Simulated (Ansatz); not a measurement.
## Nb (omega (AlB2-type)): energy against volume

These are results of DFT, BLYP, plane waves (420 eV) with PAW, scalar-relativistic in Ansatz, not measurements. (PAW data from PBE, frozen cores regenerated.)

The cell is scaled uniformly from the relaxed one, with fractional coordinates and shape fixed. Energies are extrapolated to zero smearing, pressures are those at the given smearing. Magnetic state: spin not included.

A Birch-Murnaghan fit gives V₀ = 19.20 Å³/atom, B₀ = 151 GPa, B₀′ = 4.0.

(1) What are the energy above the minimum and the pressure at 16.934 Å³/atom?

(2) What are the energy above the minimum and the pressure at 18.473 Å³/atom?

(3) What are the energy above the minimum and the pressure at 21.552 Å³/atom?

Results:

(1) 156.3 meV/atom and 24.63 GPa as computed.

(2) 14.0 meV/atom and 6.58 GPa as computed.

(3) 111.6 meV/atom and -13.60 GPa as computed.
